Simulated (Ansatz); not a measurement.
AlP (zinc blende)

```yaml
crystal:
  lattice:
    - [0.00000, 2.73525, 2.73525]
    - [2.73525, 0.00000, 2.73525]
    - [2.73525, 2.73525, 0.00000]
  atoms:
    - { symbol: P, position: [0.25000, 0.25000, 0.25000] }
    - { symbol: Al, position: [0.00000, 0.00000, 0.00000] }
```

The slice is a {110} plane (indices of the conventional cell) through the point (0.000, 0.000, 0.000) (fractional), spanned by u = [100] and v = [1 -1 -1] in vectors of this cell: u (3.87 Å) and v (5.47 Å, at 90° to u). It covers one period; positions are fractions (u, v).

The numbers are results of PBEsol (plane waves to 420 eV, PAW, scalar-relativistic; Ansatz, a first-principles code), not measurements. k mesh 10×10×10. These are valence fields of a PAW run, semicore shells included where kept as valence: close to a nucleus they are smooth pseudo fields. AlP was relaxed with its symmetry unable to fall.

Q: The ELF has a maximum in the middle third of the P–Al line. Where, and how high?

A: 0.94, 1.3 Å from P.

Q: What is the valence density on the shortest P–Al line in this plane (2.37 Å), at its midpoint?

A: 0.51 e/Å³.

Q: Sketch the electron localisation function (ELF) on this plane as a map.

A: 
```
|xxxx0066999999888888889999996600xx|
|xx00449999999999888899999999994400|
|1133889999999999777799999999998833|
|3355889999999977xxxx77999999998855|
|33557799999988xxxxxxxx889999997755|
|22336688888855xxxxxxxx558888886633|
|11224477887755xxxxxxxx557788774422|
|0011335577776644xxxx44667777553311|
|0000114455777777777777777755441100|
|0000112244667788888888776644221100|
|0000001133556677888877665533110000|
|0000000011224466666666442211000000|
|0000000000112233444433221100000000|
|0000000000000011111111000000000000|
|0000000000000000000000000000000000|
|0000000000000000000000000000000000|
|1111110000000000000000000000001111|
|2222221111000000000000000011112222|
|3333332211000000000000000011223333|
|3333332211110000000000001111223333|
|1111112222111100000000111122221111|
|xx00001122222222111122222222110000|
|xxxx0011334444444444444444331100xx|
|xxxxxx226677777766667777776622xxxx|
```
Scale: ten equal steps from 0.01 (start of '0') to 0.94 (end of '9'), in the order '0123456789'. Values: electron localisation function (ELF). The map has 17 points along u (two characters each, u = 0 at the left) and 24 along v (v = 0 in the bottom row). Points within 0.5 Å of a nucleus are blanked (x), as the pseudised field means little there.
